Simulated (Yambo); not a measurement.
# How GW settings move the gap: WOF4

G0W0@PBEsol for WOF$_{4}$ (space group I4, No. 79) in Yambo. Reference settings: 4×4×4 Γ-centred k mesh, bands 2 to 129 and a 7 Ry block in the screening, 129 bands in G with the Bruneval-Gonze terminator, plasmon pole fitted at 27.2 eV. The PBEsol gap (0, -0.5, 0.25) → M on this mesh is 4.58 eV; G0W0 gaps are taken between the same points.

```tsv
change from the reference	G0W0 gap (0, -0.5, 0.25) → M (eV)	shift of the valence edge (eV)	rough Yambo cost
reference settings	8.19	-1.45	1
87 bands in W, 87 bands in G	8.25	-1.41	within a factor of two
2 Ry block	8.67	-1.92	within a factor of two
no random integration	8.11	-1.28	–
```

The reference isn't shown to be the converged limit. Costs are rough (shared machines), scaled to the same edge states, and given only for runs that recompute the screening.

Spin-orbit coupling is left out, which matters for elements this heavy: edges can move by tenths of an eV.

Geometry relaxed with PBE+D3(BJ); primitive cell a = 5.1070 Å, b = 5.1070 Å, c = 5.1070 Å, α = 98.79°, β = 98.79°, γ = 133.98°.

The structure is a Materials Project entry; no match was found in the copy of COD used, and its stability was not checked.

A shift is the quasiparticle energy of the state minus its PBEsol energy.
